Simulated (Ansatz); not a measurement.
Ba₂SrWO₆:
```yaml
crystal:
  lattice:
    - [5.17458, 2.99399, 0.00000]
    - [-5.17458, 2.99399, 0.00000]
    - [-3.48712, 0.00000, 5.01051]
  atoms:
    - { symbol: Ba, position: [0.24726, 0.75274, 0.23824] }
    - { symbol: Ba, position: [0.75274, 0.24726, 0.76176] }
    - { symbol: Sr, position: [0.00000, 0.00000, 0.50000] }
    - { symbol: W, position: [0.50000, 0.50000, 0.00000] }
    - { symbol: O, position: [0.22838, 0.31803, 0.17266] }
    - { symbol: O, position: [0.77162, 0.68197, 0.82734] }
    - { symbol: O, position: [0.31803, 0.22838, 0.82734] }
    - { symbol: O, position: [0.68197, 0.77162, 0.17266] }
    - { symbol: O, position: [0.71851, 0.28149, 0.29737] }
    - { symbol: O, position: [0.28149, 0.71851, 0.70263] }
```

Relaxed with PBEsol.

**Question.** Map the electron localisation function on the plane through (0.247, 0.753, 0.238) spanned by u = [0, 0, 1] and v = [1, -1, 1] in lattice vectors, from DFT-PBEsol in the program Ansatz with PAW potentials.

**Answer.** x is the fraction of u, y of v (the angle between them is 89°; rows are the nearest grid lines); atoms in the plane: Ba at (0.00, 0.00), Ba at (0.02, 0.51), Sr at (0.51, 0.75), W at (0.51, 0.25), O at (0.59, 0.47), O at (0.43, 0.03).
```
y \ x   0.000  0.0968  0.194  0.258  0.355  0.452  0.548  0.645  0.742  0.806  0.903   1.00
------  -----  ------  -----  -----  -----  -----  -----  -----  -----  -----  -----  -----
1.00    0.000   0.683  0.454  0.221  0.834  0.667  0.803  0.180  0.083  0.778  0.733  0.000
0.925   0.772   0.894  0.380  0.069  0.492  0.457  0.161  0.032  0.033  0.383  0.870  0.772
0.850   0.598   0.448  0.039  0.014  0.179  0.776  0.819  0.315  0.023  0.034  0.176  0.598
0.775   0.013   0.017  0.030  0.029  0.768  0.571  0.333  0.833  0.042  0.036  0.025  0.013
0.700   0.054   0.030  0.036  0.030  0.582  0.823  0.759  0.799  0.032  0.020  0.028  0.054
0.625   0.865   0.713  0.105  0.024  0.036  0.283  0.228  0.069  0.027  0.065  0.757  0.865
0.550   0.170   0.752  0.799  0.155  0.045  0.522  0.821  0.814  0.223  0.232  0.866  0.170
0.450   0.449   0.788  0.702  0.080  0.082  0.723  0.588  0.720  0.520  0.134  0.864  0.449
0.375   0.834   0.591  0.061  0.060  0.097  0.158  0.384  0.617  0.232  0.043  0.536  0.834
0.300   0.035   0.024  0.058  0.107  0.153  0.724  0.696  0.245  0.094  0.059  0.019  0.035
0.225   0.015   0.017  0.060  0.099  0.184  0.643  0.455  0.364  0.120  0.075  0.025  0.015
0.150   0.655   0.384  0.030  0.092  0.323  0.253  0.279  0.094  0.091  0.047  0.183  0.655
0.0750  0.773   0.880  0.189  0.278  0.813  0.690  0.740  0.124  0.037  0.294  0.857  0.773
0.000   0.000   0.683  0.454  0.221  0.834  0.667  0.803  0.180  0.083  0.778  0.733  0.000
```

The density is the valence pseudo-density with augmentation charge, so density and ELF within about 1 Å of a nucleus are not all-electron values.

Space group C2/m. The workflow started from a Materials Project entry (that database holds measured and hypothetical structures alike); the Crystallography Open Database copy checked does not list it. Whether it is the stable phase at ambient conditions was not checked. Symmetry was held in the PBEsol relaxation; whether a distortion lowers the energy is not shown. The run is not spin-polarised. No Hubbard U is applied. Spin–orbit coupling is left out wherever it is not named.

Potentials: the later of the program's two PAW sets.
